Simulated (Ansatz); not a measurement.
A relaxed cell of WC (P-6m2 (No. 187)), relaxed on a k-mesh at least as fine as the one used below. All values below come from r2SCAN (plane waves to 500 eV, PAW, scalar-relativistic; Ansatz, an electronic-structure program). Γ-centred k-mesh 13×13×12 on the run's cell, Fermi–Dirac smearing 0.05 eV.

```
CELL_PARAMETERS angstrom
      2.91216     0.00000     0.00000
     -1.45608     2.52201     0.00000
      0.00000     0.00000     2.83622
ATOMIC_POSITIONS crystal
  W  0.00000 0.00000 0.00000
  C  0.66667 0.33333 0.50000
```

The atoms are displaced by (Å):

```tsv
atom	ux	uy	uz
W1	-0.129	0.894	0.164
C2	-0.139	-0.522	-0.328
```

Task: What forces (eV/Å) and pressure result?

Result: 
```tsv
atom	Fx	Fy	Fz
W1	-0.41	4.56	-8.70
C2	0.41	-4.56	8.70
```

Pressure +63.4 GPa.

Task: Estimate the energy cost of the displacement in the harmonic approximation and compare with the calculation.

Result: For a harmonic well ΔE = −½ Σ F·u = -1.083 eV a cell, or -541 meV/atom. The calculated energy relative to the undisplaced cell is +1.30 eV/atom, so anharmonic terms matter at this amplitude.

No spin polarisation in the result.

The run that gave the undisplaced cell could not lose the symmetry of its start; a randomly shaken copy of 2 atoms returns to this structure.
